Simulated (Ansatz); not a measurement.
# 6 guesses for Mg3Te2O and where they end

Computed with Ansatz 0.2.0, DFT PBE, scalar-relativistic, plane waves, PAW. Settings: cutoff 420 eV, Γ-centred meshes spaced at most about 0.3 Å⁻¹, and about 0.25 Å⁻¹ or finer for metals (2π included), Gaussian smearing. No spin polarisation in the final relaxations.

Each guess was relaxed in cell and atoms at zero pressure, within the symmetry of its start. All energies are static (0 K, no zero-point motion). Coordination counts O or Te atoms around Mg (for each partner element, those within 1.25 times its shortest distance or 1.15 times the sum of covalent radii, where it is the nearest in units of that sum or under 1.3; a plus sign parts groups by distance over the sum of covalent radii; the shortest distance is added where it exceeds 1.18 times the sum of covalent radii; a slash parts the counts of unlike sites).

| guess | made from | start group | V start (Å³/atom) | end group | V end (Å³/atom) | coordination at the end | gap on mesh (eV) | E over the lowest end (meV/atom) |
| --- | --- | --- | --- | --- | --- | --- | --- | --- |
| 1 | Ce2CuGe3 type | P-6m2 | 20.6 | P-6m2 | 22.9 | Mg 6/9 | 0.10 | 691 |
| 2 | random cell | P4mm | 22.1 | P4mm | 23.5 | Mg 3/4 | 0 | 338 |
| 3 | random cell | P6/mmm | 24.9 | P6/mmm | 24.2 | Mg 4 | 0 | 914 |
| 4 | SmAl3Pd2 type | P6/mmm | 22.0 | ? | ? | ? | ? | ? |
| 5 | random cell | P6/mmm | 26.3 | P6/mmm | 38.5 | Mg 1+6/12 from 5.7 Å | 0 | 895 |
| 6 | Ca2H3Br type | P-3m1 | 18.4 | P-3m1 | 20.6 | Mg 3+3/6 | 0 | 0 |

Guess 4 as it starts:

```cif
data_structure
_symmetry_space_group_name_H-M 'P6/mmm'
_symmetry_Int_Tables_number 191
_cell_length_a 5.8164
_cell_length_b 5.8164
_cell_length_c 4.5126
_cell_angle_alpha 90.000
_cell_angle_beta 90.000
_cell_angle_gamma 120.000
_cell_volume 132.21
loop_
_atom_site_label
_atom_site_type_symbol
_atom_site_symmetry_multiplicity
_atom_site_Wyckoff_symbol
_atom_site_fract_x
_atom_site_fract_y
_atom_site_fract_z
_atom_site_occupancy
Mg1 Mg 3 g 0.50000 0.00000 0.50000 1
Te1 Te 2 c 0.33333 0.66667 0.00000 1
O1 O 1 a 0.00000 0.00000 0.00000 1
```

**Question.** Fill in the missing row: what does this guess relax into, and where does it rank?

**Answer.** It ends in space group P6/mmm (No. 191), with a = 7.176 Å, c = 3.966 Å, 29.5 Å³/atom and no gap. It lies 1.06 eV/atom over the lowest end, above guess 3 and so the highest of the set. Counting O or Te atoms around Mg, this end has Mg 4 and the lowest (guess 6) has Mg 3+3/6.

```
CELL_PARAMETERS angstrom
7.17569 0.00000 0.00000
-3.58785 6.21433 0.00000
0.00000 0.00000 3.96563
ATOMIC_POSITIONS crystal
Mg 0.50000 0.00000 0.50000
Mg 0.50000 0.50000 0.50000
Mg 0.00000 0.50000 0.50000
Te 0.33333 0.66667 0.00000
Te 0.66667 0.33333 0.00000
O 0.00000 0.00000 0.00000
```

Energies over the elements count from the elements' standard structures at the same level (O₂ as a molecule), with no fitted energy shifts.

**Question.** Is the lowest end bound against the elements?

**Answer.** Yes: its formation energy is −1.00 eV/atom. It lies below the elements, which doesn't yet make it stable against other compounds or structures.

Weakly bound directions are ill-defined at this level, which has no dispersion term (P-6m2, P6/mmm at 38.5 Å³/atom), and this can change margins and order among such cells. These runs have no spin–orbit coupling, which can matter for Te. Kohn–Sham gaps at this level usually fall short of measured ones. The missing spin–orbit coupling can work the other way here. The zero gap of P-3m1 may come from the functional, which often closes small gaps. A magnetic state wasn't ruled out in cells without spin, among them P6/mmm at 29.5 Å³/atom. The reference form of Te is held partly by dispersion forces, which this level lacks. Cells relaxed within their symmetry can be saddle points. A lower structure may well exist outside this small set. Some structure types and database cells were kept out of the candidates from the start, so a known form may be missing.
